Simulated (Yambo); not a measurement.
```
CELL_PARAMETERS angstrom
      3.93567     0.00000     0.00000
     -1.96784     3.40839     0.00000
      0.00000     0.00000     6.51847
ATOMIC_POSITIONS crystal
  S  0.33333 0.66667 0.89199
  S  0.00000 0.00000 0.35401
  Zn 0.00000 0.00000 0.99906
  Cd 0.33333 0.66667 0.50692
```

CdZnS2 (space group P3m1, No. 156): mean Im ε in 1 eV windows above the direct gap of 2.53 eV, for different electron-hole kernels (Yambo, broadening 0.15 eV, PBEsol (pw.x of Quantum ESPRESSO, ONCV potentials, without SOC) bands; 9×9×4 mesh, 6 valence and 4 conduction bands, static screening with 59 bands and a 4 Ry block, scissor 1.20 eV, Tamm-Dancoff; field along x).

| window (eV) | independent quasiparticles | RPA (no attraction) | BSE |
|---|---|---|---|
| 2.5 to 3.5 | 1.0 | 0.9 | 1.8 |
| 3.5 to 4.5 | 1.6 | 1.5 | 4.1 |
| 4.5 to 5.5 | 3.6 | 3.3 | 7.3 |
| 5.5 to 6.5 | 6.5 | 5.8 | 6.7 |

This run doesn't resolve bound excitons or single peaks, so only averages are given, and they too depend on the mesh; weight that the attraction moves below the gap isn't listed. All transitions below 7.46 eV are in the band window. The scissor comes from a G0W0 run whose convergence isn't established.

Spin-orbit splittings are left out.

Geometry relaxed with PBEsol.

The structure is a Materials Project entry; no match was found in the copy of COD used, and its stability was not checked.
